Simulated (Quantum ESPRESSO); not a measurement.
## GaHf3O7F (one run as intended and one with a planted mistake)

Computed values, not a measurement. The program is pw.x of Quantum ESPRESSO 7.5 (plane-wave density functional theory). The cell is made up: 12 atoms on a rutile lattice, with randomly drawn elements, strain and displacements, not relaxed. PseudoDojo standard norm-conserving files (v0.5 for PBE, v0.4.1 for LDA and PBEsol) set the functional; there is no spin polarisation, spin-orbit coupling or dispersion term, and the masses in the input are unused placeholders.

The hafnium pseudopotential is less sure than the others, with forces about 3 percent (worst 6) and pressure in oxides about 1.5 GPa (worst 2.7) from a second method in checks, which no rerun with the same files tests.

Intended input:

```
&control calculation='scf', pseudo_dir='./dojo.nc.sr.pbe.v0_5.standard.upf', outdir='./o', disk_io='low', tprnfor=.true., tstress=.true. /
&system ibrav=0, nat=12, ntyp=4, nbnd=55, ecutwfc=84.00895049, nosym=.true., tot_charge=0,
 occupations='smearing', smearing='fd', degauss=0.0018374661
/
&electrons conv_thr=7.350e-09, electron_maxstep=60, /
ATOMIC_SPECIES
F 1.0 F.upf
Ga 1.0 Ga.upf
Hf 1.0 Hf.upf
O 1.0 O.upf
CELL_PARAMETERS angstrom
4.8341 -0.0681 -0.0067
-0.0681 4.8137 0.0345
-0.0088 0.0456 6.3074
ATOMIC_POSITIONS angstrom
Ga 0.0117 -0.0858 0.0185
Hf 2.4312 2.3341 1.5292
Hf -0.0511 0.1435 3.18
Hf 2.3902 2.4418 4.7289
O 1.4608 1.4456 0.079
O 3.2507 3.259 -0.0236
O 3.8926 0.9308 1.5828
O 1.0342 3.8767 1.696
O 1.5461 1.4513 3.1511
O 3.3592 3.2936 3.1511
O 3.8818 0.9596 4.8368
F 0.9251 3.9678 4.6996
K_POINTS automatic
5 5 4 1 1 1
```

The log is shortened where brackets say so; the opening notice, blank lines, dates and the lines on written files are dropped, and the path of the files is cut. It prints rydbergs, bohrs and kilobars, and counts compression as positive stress. Where no state is partly filled, the Fermi energy that it prints is only some level between the filled and the empty states on the mesh, and need not lie in the true gap.

Log of the intended run:

```
     Program PWSCF v.7.5
     Parallel version (MPI & OpenMP), running on       4 processor cores
     Number of MPI processes:                 4
     Threads/MPI process:                     1
     [start-up lines left out]
     bravais-lattice index     =            0
     lattice parameter (alat)  =       9.1360  a.u.
     unit-cell volume          =     990.2203 (a.u.)^3
     number of atoms/cell      =           12
     number of atomic types    =            4
     number of electrons       =        98.00
     number of Kohn-Sham states=           55
     kinetic-energy cutoff     =      84.0090  Ry
     charge density cutoff     =     336.0358  Ry
     scf convergence threshold =      7.3E-09
     mixing beta               =       0.7000
     number of iterations used =            8  plain     mixing
     Exchange-correlation= PBE
                           (   1   4   3   4   0   0   0)
     [axes and pseudopotential details left out]
   Cartesian axes
     site n.     atom                  positions (alat units)
         1        Ga     tau(   1) = (   0.0024201  -0.0177471   0.0038266  )
         2        Hf     tau(   2) = (   0.5028767   0.4827923   0.3163043  )
         3        Hf     tau(   3) = (  -0.0105697   0.0296820   0.6577608  )
         4        Hf     tau(   4) = (   0.4943962   0.5050693   0.9781399  )
         5        O      tau(   5) = (   0.3021563   0.2990123   0.0163406  )
         6        O      tau(   6) = (   0.6723846   0.6741014  -0.0048815  )
         7        O      tau(   7) = (   0.8051571   0.1925295   0.3273911  )
         8        O      tau(   8) = (   0.2139170   0.8018683   0.3508058  )
         9        O      tau(   9) = (   0.3198000   0.3001913   0.6517830  )
        10        O      tau(  10) = (   0.6948271   0.6812582   0.6517830  )
        11        O      tau(  11) = (   0.8029232   0.1984866   1.0004583  )
        12        F      tau(  12) = (   0.1913505   0.8207117   0.9720794  )
     number of k points=    50  Fermi-Dirac smearing, width (Ry)=  0.0018
                       cart. coord. in units 2pi/alat
        k(    1) = (   0.1015675   0.1011883   0.0952219), wk =   0.0400000
        k(    2) = (   0.1018138   0.0998183   0.2868557), wk =   0.0400000
     [further k points left out]
     Dense  grid:   103023 G-vectors     FFT dimensions: (  54,  54,  72)
     Estimated max dynamical RAM per process >     318.89 MB
     Estimated total dynamical RAM >       1.17 GB
     Initial potential from superposition of free atoms
     starting charge      97.9917, renormalised to      98.0000
     Starting wfcs are   71 randomized atomic wfcs
     total cpu time spent up to now is       10.6 secs
     per-process dynamical memory:   251.6 Mb
     Self-consistent Calculation
     iteration #  1     ecut=    84.01 Ry     beta= 0.70
     Davidson diagonalization with overlap
     ethr =  1.00E-02,  avg # of iterations =  2.0
     total cpu time spent up to now is       27.2 secs
     total energy              =    -771.61349877 Ry
     estimated scf accuracy    <       4.06335675 Ry
     iteration #  2     ecut=    84.01 Ry     beta= 0.70
     Davidson diagonalization with overlap
     ethr =  4.15E-03,  avg # of iterations =  3.9
     total cpu time spent up to now is       47.2 secs
     total energy              =    -771.98115891 Ry
     estimated scf accuracy    <       7.64360510 Ry
     [iterations 3 to 12 left out]
     iteration # 13     ecut=    84.01 Ry     beta= 0.70
     Davidson diagonalization with overlap
     ethr =  2.71E-10,  avg # of iterations =  2.0
     total cpu time spent up to now is      260.2 secs
     total energy              =    -773.61241121 Ry
     estimated scf accuracy    <       0.00000001 Ry
     iteration # 14     ecut=    84.01 Ry     beta= 0.70
     Davidson diagonalization with overlap
     ethr =  1.10E-11,  avg # of iterations =  5.0
     total cpu time spent up to now is      287.0 secs
     End of self-consistent calculation
     [lines on levels left out]
     the Fermi energy is    10.8894 ev
!    total energy              =    -773.61241122 Ry
     estimated scf accuracy    <          7.2E-09 Ry
     smearing contrib. (-TS)   =      -0.00000000 Ry
     internal energy E=F+TS    =    -773.61241122 Ry
     The total energy is F=E-TS. E is the sum of the following terms:
     one-electron contribution =    -222.89564855 Ry
     hartree contribution      =     170.41506476 Ry
     xc contribution           =    -197.68975915 Ry
     ewald contribution        =    -523.44206827 Ry
     convergence has been achieved in  14 iterations
     Forces acting on atoms (cartesian axes, Ry/au):
     atom    1 type  2   force =    -0.02587310    0.06261038    0.09969637
     atom    2 type  3   force =    -0.02307072    0.01953685    0.03573165
     atom    3 type  3   force =    -0.04008551    0.02748317   -0.12483855
     atom    4 type  3   force =     0.04589233   -0.09085626    0.00292326
     atom    5 type  4   force =    -0.05293956   -0.04624800   -0.08058087
     atom    6 type  4   force =     0.09572493    0.09100600   -0.02338619
     atom    7 type  4   force =     0.04412930   -0.04686715    0.00087242
     atom    8 type  4   force =    -0.06635865    0.03408453   -0.02552153
     atom    9 type  4   force =    -0.04260687   -0.02477122    0.04445625
     atom   10 type  4   force =     0.02734616    0.02952769    0.04294649
     atom   11 type  4   force =     0.02771822   -0.03401009   -0.01053232
     atom   12 type  1   force =     0.01012347   -0.02149589    0.03823301
     Total force =     0.311056     Total SCF correction =     0.000176
     Computing stress (Cartesian axis) and pressure
          total   stress  (Ry/bohr**3)                   (kbar)     P=       50.74
   0.00019466   0.00008664   0.00007251           28.64       12.75       10.67
   0.00008664   0.00023217  -0.00002716           12.75       34.15       -4.00
   0.00007251  -0.00002716   0.00060787           10.67       -4.00       89.42
     init_run     :      9.70s CPU     10.33s WALL (       1 calls)
     electrons    :    273.59s CPU    276.40s WALL (       1 calls)
     forces       :      4.06s CPU      4.15s WALL (       1 calls)
     stress       :     13.09s CPU     13.60s WALL (       1 calls)
     [timing details left out]
     PWSCF        :   5m 0.93s CPU   5m 5.13s WALL
     JOB DONE.
```

A second run has one planted mistake: the smearing is too wide. The input lines that differ, file-writing options aside:

```
- &system ibrav=0, nat=12, ntyp=4, nbnd=55, ecutwfc=84.00895049, nosym=.true., tot_charge=0,
+ &system ibrav=0, nat=12, ntyp=4, nbnd=73, ecutwfc=84.00895049, nosym=.true., tot_charge=0,
-  occupations='smearing', smearing='fd', degauss=0.0018374661
+  occupations='smearing', smearing='fd', degauss=0.0580639290
```

Its log:

```
     Program PWSCF v.7.5
     Parallel version (MPI & OpenMP), running on       4 processor cores
     Number of MPI processes:                 4
     Threads/MPI process:                     1
     [start-up lines left out]
     bravais-lattice index     =            0
     lattice parameter (alat)  =       9.1360  a.u.
     unit-cell volume          =     990.2203 (a.u.)^3
     number of atoms/cell      =           12
     number of atomic types    =            4
     number of electrons       =        98.00
     number of Kohn-Sham states=           73
     kinetic-energy cutoff     =      84.0090  Ry
     charge density cutoff     =     336.0358  Ry
     scf convergence threshold =      7.3E-09
     mixing beta               =       0.7000
     number of iterations used =            8  plain     mixing
     Exchange-correlation= PBE
                           (   1   4   3   4   0   0   0)
     [axes and pseudopotential details left out]
   Cartesian axes
     site n.     atom                  positions (alat units)
         1        Ga     tau(   1) = (   0.0024201  -0.0177471   0.0038266  )
         2        Hf     tau(   2) = (   0.5028767   0.4827923   0.3163043  )
         3        Hf     tau(   3) = (  -0.0105697   0.0296820   0.6577608  )
         4        Hf     tau(   4) = (   0.4943962   0.5050693   0.9781399  )
         5        O      tau(   5) = (   0.3021563   0.2990123   0.0163406  )
         6        O      tau(   6) = (   0.6723846   0.6741014  -0.0048815  )
         7        O      tau(   7) = (   0.8051571   0.1925295   0.3273911  )
         8        O      tau(   8) = (   0.2139170   0.8018683   0.3508058  )
         9        O      tau(   9) = (   0.3198000   0.3001913   0.6517830  )
        10        O      tau(  10) = (   0.6948271   0.6812582   0.6517830  )
        11        O      tau(  11) = (   0.8029232   0.1984866   1.0004583  )
        12        F      tau(  12) = (   0.1913505   0.8207117   0.9720794  )
     number of k points=    50  Fermi-Dirac smearing, width (Ry)=  0.0581
                       cart. coord. in units 2pi/alat
        k(    1) = (   0.1015675   0.1011883   0.0952219), wk =   0.0400000
        k(    2) = (   0.1018138   0.0998183   0.2868557), wk =   0.0400000
     [further k points left out]
     Dense  grid:   103023 G-vectors     FFT dimensions: (  54,  54,  72)
     Estimated max dynamical RAM per process >     383.03 MB
     Estimated total dynamical RAM >       1.42 GB
     Initial potential from superposition of free atoms
     starting charge      97.9917, renormalised to      98.0000
     Starting wfcs are   71 randomized atomic wfcs +    2 random wfcs
     total cpu time spent up to now is       11.6 secs
     per-process dynamical memory:   302.5 Mb
     Self-consistent Calculation
     iteration #  1     ecut=    84.01 Ry     beta= 0.70
     Davidson diagonalization with overlap
     ethr =  1.00E-02,  avg # of iterations =  6.2
     total cpu time spent up to now is       41.9 secs
     total energy              =    -771.77094015 Ry
     estimated scf accuracy    <       3.88768520 Ry
     iteration #  2     ecut=    84.01 Ry     beta= 0.70
     Davidson diagonalization with overlap
     ethr =  3.97E-03,  avg # of iterations =  2.0
     total cpu time spent up to now is       70.9 secs
     total energy              =    -771.25675466 Ry
     estimated scf accuracy    <      10.84188227 Ry
     [iterations 3 to 12 left out]
     iteration # 13     ecut=    84.01 Ry     beta= 0.70
     Davidson diagonalization with overlap
     ethr =  1.45E-10,  avg # of iterations =  2.0
     total cpu time spent up to now is      342.0 secs
     total energy              =    -773.66608868 Ry
     estimated scf accuracy    <       0.00000005 Ry
     iteration # 14     ecut=    84.01 Ry     beta= 0.70
     Davidson diagonalization with overlap
     ethr =  4.70E-11,  avg # of iterations =  2.0
     total cpu time spent up to now is      363.2 secs
     End of self-consistent calculation
     [lines on levels left out]
     the Fermi energy is    10.8554 ev
!    total energy              =    -773.66608868 Ry
     estimated scf accuracy    <          4.6E-09 Ry
     smearing contrib. (-TS)   =      -0.22171697 Ry
     internal energy E=F+TS    =    -773.44437171 Ry
     The total energy is F=E-TS. E is the sum of the following terms:
     one-electron contribution =    -222.91069656 Ry
     hartree contribution      =     170.58194121 Ry
     xc contribution           =    -197.67354809 Ry
     ewald contribution        =    -523.44206827 Ry
     convergence has been achieved in  14 iterations
     Forces acting on atoms (cartesian axes, Ry/au):
     atom    1 type  2   force =    -0.02516451    0.05651707    0.08554400
     atom    2 type  3   force =    -0.01672556    0.01887193    0.03509330
     atom    3 type  3   force =    -0.03591951    0.02340268   -0.10150940
     atom    4 type  3   force =     0.03976982   -0.08362573    0.00503281
     atom    5 type  4   force =    -0.05112846   -0.04381623   -0.07294992
     atom    6 type  4   force =     0.08715391    0.08497211   -0.01554993
     atom    7 type  4   force =     0.03859262   -0.04093201   -0.00298764
     atom    8 type  4   force =    -0.05828287    0.03002118   -0.01492920
     atom    9 type  4   force =    -0.04321589   -0.02727899    0.03509620
     atom   10 type  4   force =     0.02982658    0.03117496    0.03305054
     atom   11 type  4   force =     0.02114045   -0.02627248   -0.01422056
     atom   12 type  1   force =     0.01395343   -0.02303450    0.02832981
     Total force =     0.275731     Total SCF correction =     0.000149
     Computing stress (Cartesian axis) and pressure
          total   stress  (Ry/bohr**3)                   (kbar)     P=       81.77
   0.00038157   0.00011230   0.00009902           56.13       16.52       14.57
   0.00011230   0.00040721  -0.00003535           16.52       59.90       -5.20
   0.00009902  -0.00003535   0.00087882           14.57       -5.20      129.28
     init_run     :     10.51s CPU     11.26s WALL (       1 calls)
     electrons    :    339.47s CPU    351.71s WALL (       1 calls)
     forces       :      4.98s CPU      5.04s WALL (       1 calls)
     stress       :     17.29s CPU     17.85s WALL (       1 calls)
     [timing details left out]
     PWSCF        :   6m12.67s CPU   6m26.51s WALL
     JOB DONE.
```

|  | intended run | run with the mistake |
| --- | --- | --- |
| free energy (eV) | -10525.533 | -10526.263 |
| smearing term -TS (eV) | 0.0000 | -3.0166 |
| pressure (GPa) | 5.07 | 8.18 |
| largest force component (eV/Å) | 3.210 | 2.610 |
| largest change of a force component (eV/Å) |  | 0.600 |
| iterations | 14 | 14 |

For scale, a rerun of the intended cell at a cutoff of 1437 eV and k mesh 7 x 7 x 6 moved values by no more than 0.004 eV in energy, 0.03 GPa in stress and 0.003 eV/Å in force. The number of bands, nbnd, was set by rule from the electron count and the smearing, so it follows the mistake.